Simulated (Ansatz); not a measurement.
Cr (bcc (W type)) was relaxed and computed twice in Ansatz (plane waves, PAW), once with PBE and once with r²SCAN.

```csv
,run 1,run 2
cell,"a = b = c = 2.8658 Å, α = β = γ = 90.00°","a = 2.959 Å, b = 2.959 Å, c = 2.959 Å, α = 90.00°, β = 90.00°, γ = 90.00°"
B₀ by P(V) fit (GPa),181,108
spin order and moments (μB),antiferromagnetic; net 0.00 per atom; largest site about 1.1,antiferromagnetic; net 0.00 per atom; largest site about 2.8
```

**Question.** Which run used which functional?

**Answer.** Run 1 is PBE, run 2 is r²SCAN.

Spin orders computed, not proven ground states: Cr, bcc (W type) with PBE antiferromagnetic; Cr, bcc (W type) with r²SCAN antiferromagnetic. All cells were relaxed under the symmetry of their starts (and spin orders); stability against distortions was not tested throughout.

Potentials: the later of the program's two PAW sets.

Ansatz (a program for electronic structure) is a plane-wave DFT program.
